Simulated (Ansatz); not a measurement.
GeSe2 (rutile, P4_2/mnm) at seven volumes, PBE in the plane-wave PAW code Ansatz, shape and atoms relaxed at each. One row is withheld.

| V (Å³/atom) | P (GPa) |
|---|---|
| 22.274 | 5.91 |
| 23.008 | 3.52 |
| 23.742 | 1.56 |
| 24.477 | 0.00 |
| 25.211 | -1.06 |
| 25.945 | -1.60 |
| 26.680 | ? |

Question: Fit the shown pressures and predict the withheld one.

Answer: P = (3/2)B₀(x^(7/2) − x^(5/2))[1 + (3/4)(B′ − 4)(x − 1)] with x = (V₀/V)^(2/3). Least squares on the six rows gives V₀ = 24.524 Å³/atom, B₀ = 39.8 GPa, B′ = 9.73. At V = 26.680, x = 0.9454 and P = -2.17 GPa. The run itself gave -1.67 GPa.

The cell is a constructed one: a structure type filled with these elements; neither database checked (COD, Materials Project) lists it. Whether it is the stable phase at ambient conditions was not checked. The PBE relaxation kept the symmetry of its start; its stability against distortions is not shown here.

Potentials: the later of the program's two PAW sets.
